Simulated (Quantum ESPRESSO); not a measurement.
## Calculated data, GaSi$_{6}$P (made-up cell)

Computed with Quantum ESPRESSO 7.5. Calculation on a made-up crystal cell, not a measurement: periodic Kohn-Sham density functional theory in plane waves with PseudoDojo standard norm-conserving scalar-relativistic pseudopotentials, each functional with its own files (v0.5 for PBE, v0.4.1 for LDA and PBEsol), no spin polarisation, no spin-orbit coupling, atoms not relaxed, stress positive in tension, energies less a fixed whole-eV offset for each atom's element; levels are Kohn-Sham levels at fractions of this cell's reciprocal vectors, counted from the reference band (half the neutral cell's valence electrons, rounded up) at Gamma; error bars cover cutoff and k-mesh only, not smearing or the files; added strain carries the atoms with the cell, and shear is the tensor component; each bar is the largest change over components, and at least 0.002 eV, 0.002 eV per angstrom or 0.02 GPa; energies are for the whole cell, and the offsets were chosen from early runs and are not element reference energies.

Entry: GaSi$_{6}$P (made-up cell)

```cif
# cell vector a (Å): 5.5020 -0.0890 -0.0846
# cell vector b (Å): -0.0890 5.4069 0.0085
# cell vector c (Å): -0.0846 0.0085 5.5084
data_GaSi6P
_symmetry_space_group_name_H-M 'P 1'
_symmetry_Int_Tables_number 1
_cell_length_a 5.5034
_cell_length_b 5.4076
_cell_length_c 5.5091
_cell_angle_alpha 89.807
_cell_angle_beta 91.762
_cell_angle_gamma 91.871
_cell_volume 163.79
loop_
_atom_site_label
_atom_site_type_symbol
_atom_site_fract_x
_atom_site_fract_y
_atom_site_fract_z
_atom_site_occupancy
P1 P 0.99431 0.99883 0.98935 1
Si1 Si 0.00468 0.50625 0.48243 1
Ga1 Ga 0.49942 0.99057 0.49932 1
Si2 Si 0.51606 0.50245 0.00412 1
Si3 Si 0.26178 0.24644 0.23723 1
Si4 Si 0.24981 0.75206 0.74373 1
Si5 Si 0.76383 0.25213 0.74301 1
Si6 Si 0.74879 0.74444 0.24832 1
```

| Quantity | Value |
| --- | --- |
| lattice type | zincblende/diamond |
| functional | pbe |
| cutoff | 1088 eV |
| fermi dirac smearing | 0.1 eV |
| scf tolerance | 1e-07 eV |
| electrons removed | 0 |
| k mesh | 6 x 6 x 6, shifted by half a step |
| free energy less offsets | -0.7627 eV |
| smearing term minus ts | -0.01689 eV |
| scf iterations | 10 |
| pressure | 0.6289 GPa |
| stress xx | -0.1949 GPa |
| stress yy | -1.578 GPa |
| stress zz | -0.1132 GPa |
| stress yz | 0.506 GPa |
| stress xz | -2.938 GPa |
| stress xy | -3.378 GPa |
| fermi level | 0.07254 eV |
| reference band | 21 |
| error bar energy | 0.002 eV |
| error bar stress | 0.02 GPa |
| error bar force | 0.002 eV/Å |
| error bar next band up | 0.002 eV |
| error bar fermi level | 0.005441 eV |
| error bars from | tighter rerun of a related cell |

Atoms:
```
atoms element  atom site  atom energy offset (eV)
            P          1                     -189
           Si          2                     -115
           Ga          3                    -2080
           Si          4                     -115
           Si          5                     -115
           Si          6                     -115
           Si          7                     -115
           Si          8                     -115
```

Forces:
```
site  x (eV/Å)  y (eV/Å)  z (eV/Å)
   1    0.5851   -0.1605    0.1482
   2    0.5576   -0.8918    0.1909
   3    0.3513    0.4511   -0.3274
   4    -0.866   -0.7243    -1.609
   5   -0.4407    0.1047    0.4825
   6   0.06009   -0.3525    0.7556
   7   -0.6194      0.36   -0.1033
   8    0.3719     1.213    0.4626
```

Levels:
```
level k point  next band up (eV)
        Gamma             0.2024
(1/2,1/2,1/2)           -0.04125
   (0.15,0,0)              0.184
   (0,0.15,0)             0.1638
   (0,0,0.15)             0.1729
```
